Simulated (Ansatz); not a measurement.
# Chalcopyrite alloy of ZnSiP2 and CdSiP2 (2 of 16 Zn sites exchanged), 64 atoms

Ansatz, PAW, plane waves. PBEsol relaxation of cell lengths and atoms (angles held) at the single k point (¼, ¼, ¼) without its symmetry partners; single points on the relaxed atoms at the single k point (¼, ¼, ¼) without its symmetry partners, onto which points of the small cell's zone fold. Arrangement: random. No spin–orbit coupling unless named.

Relaxed structure:

```cif
data_structure
_symmetry_space_group_name_H-M 'P 1'
_symmetry_Int_Tables_number 1
_cell_length_a 10.7773
_cell_length_b 10.7732
_cell_length_c 10.4617
_cell_angle_alpha 90.000
_cell_angle_beta 90.000
_cell_angle_gamma 90.001
_cell_volume 1214.67
loop_
_atom_site_label
_atom_site_type_symbol
_atom_site_fract_x
_atom_site_fract_y
_atom_site_fract_z
_atom_site_occupancy
Zn1 Zn 0.99845 0.00148 0.00245 1
Zn2 Zn 0.00018 0.50013 0.00015 1
Zn3 Zn 0.50140 0.99845 0.00211 1
Zn4 Zn 0.49959 0.50079 0.00096 1
Zn5 Zn 0.00076 0.24987 0.25018 1
Zn6 Zn 0.99892 0.74814 0.24801 1
Zn7 Zn 0.50018 0.24914 0.24978 1
Zn8 Zn 0.50191 0.75099 0.24910 1
Zn9 Zn 0.25195 0.49808 0.75207 1
Zn10 Zn 0.75091 0.99959 0.75081 1
Zn11 Zn 0.75038 0.49967 0.75055 1
Zn12 Zn 0.25111 0.25203 0.49871 1
Zn13 Zn 0.74938 0.25036 0.49998 1
Zn14 Zn 0.75011 0.75036 0.49975 1
Si1 Si 0.99607 0.00291 0.49717 1
Si2 Si 0.99796 0.49832 0.49945 1
Si3 Si 0.50577 0.00264 0.49870 1
Si4 Si 0.50309 0.49800 0.49855 1
Si5 Si 0.25022 0.00263 0.24825 1
Si6 Si 0.25085 0.49877 0.24920 1
Si7 Si 0.75048 0.00095 0.24823 1
Si8 Si 0.75075 0.50015 0.24907 1
Si9 Si 0.25113 0.25259 0.00002 1
Si10 Si 0.25040 0.74838 0.00077 1
Si11 Si 0.75081 0.25064 0.99955 1
Si12 Si 0.75062 0.75020 0.00061 1
Si13 Si 0.99785 0.25269 0.74868 1
Si14 Si 0.99598 0.74764 0.75116 1
Si15 Si 0.50336 0.25341 0.75026 1
Si16 Si 0.50561 0.74836 0.75048 1
P1 P 0.13366 0.12667 0.12321 1
P2 P 0.13366 0.62358 0.12549 1
P3 P 0.63299 0.12512 0.12407 1
P4 P 0.63313 0.62523 0.12473 1
P5 P 0.11028 0.13171 0.61736 1
P6 P 0.11015 0.61676 0.63203 1
P7 P 0.61995 0.12653 0.62604 1
P8 P 0.61980 0.62270 0.62387 1
P9 P 0.36754 0.37467 0.12507 1
P10 P 0.36666 0.87449 0.12512 1
P11 P 0.86817 0.37453 0.12467 1
P12 P 0.86713 0.87460 0.12493 1
P13 P 0.37530 0.11713 0.37563 1
P14 P 0.38148 0.61103 0.36837 1
P15 P 0.87185 0.11945 0.37309 1
P16 P 0.87456 0.61731 0.37442 1
P17 P 0.12511 0.38303 0.37456 1
P18 P 0.11716 0.88973 0.36695 1
P19 P 0.62667 0.38086 0.37338 1
P20 P 0.62680 0.88341 0.37333 1
P21 P 0.12461 0.36721 0.87447 1
P22 P 0.11679 0.85988 0.88167 1
P23 P 0.62633 0.36981 0.87590 1
P24 P 0.62632 0.86705 0.87604 1
P25 P 0.38381 0.37517 0.62439 1
P26 P 0.39727 0.87602 0.62546 1
P27 P 0.87926 0.37523 0.62413 1
P28 P 0.88250 0.87510 0.62424 1
P29 P 0.38383 0.14055 0.88245 1
P30 P 0.37589 0.63314 0.87387 1
P31 P 0.87539 0.13304 0.87460 1
P32 P 0.87249 0.63100 0.87613 1
Cd1 Cd 0.24907 0.00243 0.75344 1
Cd2 Cd 0.24825 0.75028 0.50019 1
```

(1) What are the mean bond lengths by pair (pairs within 1.2 times the sum of covalent radii, less contacts 15 % beyond the pair's median; cation–cation pairs of compounds aside; long ionic contacts are cut short by that bound)?

(2) What gap lies between the top filled and the lowest empty level in the single points?

Answers

(1) Cd–P 2.487 ± 0.005 Å (standard deviation, 8 bonds); P–Si 2.255 ± 0.010 Å (standard deviation, 64 bonds); P–Zn 2.353 ± 0.007 Å (standard deviation, 56 bonds).

(2) HSE06 2.63 eV (30 s on NVIDIA GB300). Away from Γ this isn't the crystal's band gap.
